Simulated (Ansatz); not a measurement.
BaSrTi₂O₆:
```
CELL_PARAMETERS angstrom
      0.00000     3.97953     3.97953
      3.97953     0.00000     3.97953
      3.97953     3.97953     0.00000
ATOMIC_POSITIONS crystal
  Sr 0.00000 0.00000 0.00000
  Ti 0.25000 0.25000 0.25000
  O  0.00000 0.00000 0.50000
  O  0.00000 0.50000 0.00000
  O  0.50000 0.00000 0.00000
  Ba 0.50000 0.50000 0.50000
  Ti 0.75000 0.75000 0.75000
  O  0.50000 0.50000 0.00000
  O  0.50000 0.00000 0.50000
  O  0.00000 0.50000 0.50000
```

Relaxed with PBE. Special points in fractions of this cell's reciprocal vectors: Γ (0.000, 0.000, 0.000); X (0.500, 0.000, 0.500); U (0.625, 0.250, 0.625); K (0.375, 0.375, 0.750); L (0.500, 0.500, 0.500); W (0.500, 0.250, 0.750).

Problem. List the band energies nearest the valence-band maximum at these points for DFT-PBE with spin–orbit coupling in the program Ansatz with PAW potentials.

Solution. In eV from the valence-band maximum; about four levels below and three above (degenerate sets whole), none deeper than 8.9 eV; points with the same levels are listed once.

```
k                    below                above
-  -----------------------  -------------------
Γ      0.00 0.00 0.00 0.00  1.79 1.79 1.79 1.79
X  -0.69 -0.69 -0.07 -0.07  1.94 1.94 3.55 3.55
U  -0.96 -0.96 -0.26 -0.26  2.45 2.45 3.33 3.33
L  -0.65 -0.65 -0.54 -0.54  3.19 3.19 3.19 3.19
W  -0.61 -0.61 -0.49 -0.49  2.82 2.82 2.84 2.84
```

Space group Fm-3m. The start of the workflow was typed in or built on a structure type; neither database checked (COD, Materials Project) lists it. Whether it is the stable phase at ambient conditions was not checked. The PBE relaxation kept the symmetry of its start; whether a distortion lowers the energy is not shown. The workflow began spin-polarised and lost its moments.

Potentials: the later of the program's two PAW sets.
